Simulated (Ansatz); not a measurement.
The cell is a measured one (Crystallography Open Database entry 9011006); the temperature and pressure of the measurement aren't taken into account, and nothing was relaxed. The listed cell was then made from it by scaling, straining or moving an atom.

An input for K: DFT, PBEsol, all-electron PAW with datasets made for the crystal, scalar-relativistic (Ansatz 0.2.0).

Command: `ansatz run input.yaml --threads 1 --pin off --max-ram 3072MiB --backend cpu --events-out ev --progress --plain --runs-dir out` The run took 4.9 s on 1 thread of Intel(R) Xeon(R) Platinum 8488C (Sapphire Rapids), with other jobs on the host, peak memory 0.38 GiB.

```yaml
crystal:
  lattice:
    - [-2.618, 2.618, 2.56564]
    - [2.618, -2.618, 2.56564]
    - [2.618, 2.618, -2.56564]
  atoms:
    - { symbol: K, position: [0.0, 0.0, 0.0] }
kpoints:
  mp_grid: { grid: [10, 10, 10] }
scf:
  occupations: { method: fermi_dirac, width: 0.08 }
hamiltonian:
  xc: pbesol
  pseudopotentials: { kind: all_electron, datasets: crystal }
output:
  forces: true
  stress: true
  eigenvalues: true
  efg: { contact_densities: true }
```

Set-up and iterations as logged by Ansatz (the results part is left out, to be predicted):

```
hamiltonian.pseudopotentials.datasets: crystal makes datasets for this crystal and solves the spheres of its atoms anew in each pass: cutoff 180.0 eV, the density's 720.0 eV; for an error of 0.50 meV an atom under PBE, 0.5 meV for the cell; an energy difference from a run of another recipe may be off by several times the error for the cell, under r2SCAN by more, where some 0.1 meV an atom stays at smaller errors; K in spheres of 1.376 Å, 9 of its electrons in bands
Engine: ansatz 0.2.0
Pseudopotentials: kind: all_electron
Pseudopotential: K, paw, valence charge 9, recommended cutoff 180 eV (normal), Koelling and Harmon's equation, gaussian nucleus
Functional definition: PBEsol
  exchange = pbesol_x
  correlation = pbesol_c
Crystal: 1 atoms, lattice volume = 70.339 Å³
Basis set: ecut = 180 eV, 381 PW (Γ), exchange–correlation on 40×40×40 points (8 copies of the dense FFT grid, shifted against one another)
Bands: 9, of which v1, the nominal top of the filled ones, is band 5 counted from 1 (4 counted from 0)
Symmetry: 16 space group operations
Space group: I4/mmm (ITA 139), of the structure as read, at distance tolerance 4.1e-5 Å
k-points: 102 of 1000
Non-local potential: K, projectors of the file, l = 0: 2, l = 1: 3, l = 2: 2
PAW form: soft (Blöchl's): semilocal exchange-correlation on the pseudo side does not see the compensation charge
PAW one-centre angular grid: K, 110 points (default); XC on its mesh's 1971 points in the sphere
Initial density: superposition of atomic densities (neutral atoms: chi_scale 0, normalization atom)
Initial wavefunctions: pseudopotential atomic-orbital guess
Functional: x = pbesol(κ = 0.804, μ = 0.12345679012345678), c = pbesol(β = 0.046)
iter 1 solved again at ethr=2.73e-4 eV; its pass at ethr=1.00e-1 eV (dr2=2.46e-2 eV) is discarded
SCF iter   1: F=—  HF=-16362.887180 eV  |F-HF|=—  |Δ(HF+E_count)|=         —  Δρ=4.24e-3  dr2=2.47e-2  ethr=2.73e-4  ⟨swp⟩=6.2  Hψ=7197  notcnv=0
SCF iter   2: F=—  HF=-16362.881445 eV  |F-HF|=—  |Δ(HF+E_count)|=   5.74e-3  Δρ=2.26e-3  dr2=1.05e-2  ethr=2.73e-4  ⟨swp⟩=2.0  Hψ=1720  notcnv=0
SCF iter   3: F=—  HF=-16362.879559 eV  |F-HF|=—  |Δ(HF+E_count)|=   1.89e-3  Δρ=1.55e-3  dr2=5.14e-3  ethr=1.17e-4  ⟨swp⟩=2.0  Hψ=1490  notcnv=0  defer=1
iter 4 solved again at ethr=5.46e-6 eV; its pass at ethr=5.72e-5 eV (dr2=4.91e-4 eV) is discarded
SCF iter   4: F=—  HF=-16362.878874 eV  |F-HF|=—  |Δ(HF+E_count)|=   6.85e-4  Δρ=5.23e-4  dr2=4.67e-4  ethr=5.46e-6  ⟨swp⟩=2.0  Hψ=5585  notcnv=0
SCF iter   5: F=—  HF=-16362.878903 eV  |F-HF|=—  |Δ(HF+E_count)|=   2.92e-5  Δρ=2.65e-4  dr2=1.02e-4  ethr=5.19e-6  ⟨swp⟩=2.0  Hψ=1424  notcnv=0
SCF iter   6: F=—  HF=-16362.878929 eV  |F-HF|=—  |Δ(HF+E_count)|=   2.68e-5  Δρ=6.01e-5  dr2=1.78e-6  ethr=1.14e-6  ⟨swp⟩=3.0  Hψ=1637  notcnv=0
SCF iter   7: F=—  HF=-16362.878931 eV  |F-HF|=—  |Δ(HF+E_count)|=   1.68e-6  Δρ=1.43e-5  dr2=2.03e-7  ethr=1.97e-8  ⟨swp⟩=3.6  Hψ=1670  notcnv=0
SCF iter   8: F=-16362.878931 eV  HF=-16362.878931 eV  |F-HF|=1.42e-8  |Δ(HF+E_count)|=   1.68e-7  Δρ=3.41e-6  dr2=1.29e-8  ethr=2.25e-9  ⟨swp⟩=3.0  Hψ=1728  notcnv=0
```

(1) What pressure will this run report?

## Answers

(1) 0.04 GPa (positive in compression).
